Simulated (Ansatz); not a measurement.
SrMg2Ga2: reading a single point

```
Mg Ga Sr
1.0
     4.38369    0.00000    0.00000
    -2.19185    3.79639    0.00000
     0.00000    0.00000    7.30305
Mg Ga Sr
2 2 1
Direct
  0.33330 0.66670 0.62860
  0.66670 0.33330 0.37140
  0.33330 0.66670 0.25710
  0.66670 0.33330 0.74290
  0.00000 0.00000 0.00000
```

Single point in Ansatz 0.2.0 with PBE, no spin polarisation. Cutoff 420 eV, PAW datasets, 9×9×5 Γ-centred k mesh, fermi-dirac filling (width 0.1 eV).

Q: What does the stress say?

A: The pressure is 6.2 GPa (compression positive), so with the atoms held at these fractions the cell would first expand.

Q: What is the formation energy?

A: -0.02 eV an atom against the elements' usual phases (free molecules for gases, crystals otherwise, with no correction for O₂ or N₂), too near zero to call. Relaxing would lower it.

Q: Give the Bader charges.

A: Bader charges in e: Sr +1.21, Mg +1.26, Ga -1.87. In the mean Mg gives up most and Ga takes most.

Q: Which atom feels the largest force, and which way?

A: The largest is on Ga3 (and as large on other atoms): 0.09 eV/Å, components (0.00, 0.00, -0.09). It makes 108° with the line to a nearest neighbour, Mg2 at 2.66 Å.

Q: What happens at the Fermi level?

A: It is a metal, with about 3.5 states/eV a cell as the mean within 0.25 eV of the Fermi level, mostly Ga p (84 %).

Origin: a known structure type with other elements, at an estimated volume, so it need not be a known compound.
